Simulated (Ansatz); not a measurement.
Si3Ge:
```xyz
4
Lattice="3.8859 0.0000 0.0000 0.0000 3.8859 0.0000 0.0000 0.0000 5.4883" Properties=species:S:1:pos:R:3 pbc="T T T"
Si     1.9429     0.0000     4.1428
Si     0.0000     0.0000     0.0000
Si     0.0000     1.9429     1.3454
Ge     1.9429     1.9429     2.7441
```

Relaxed with r²SCAN.

Task: Give the Bader charges and basin volumes of the independent atoms, plane-wave PAW r²SCAN (Ansatz code).

Result: 

```json
[
 {"atom": "Si1", "Bader charge (e)": "+0.18", "Bader volume (Å³)": "19.7"},
 {"atom": "Si2", "Bader charge (e)": "+0.04", "Bader volume (Å³)": "20.2"},
 {"atom": "Ge4", "Bader charge (e)": "-0.39", "Bader volume (Å³)": "23.2"}
]
```

Space group P-4m2. The start of the workflow was typed in or built on a structure type; neither database checked (COD, Materials Project) lists it. Whether it is the stable phase at ambient conditions was not checked. Symmetry was held in the r²SCAN relaxation; its stability against distortions is not shown here.

Potentials: the earlier of the program's two PAW sets.
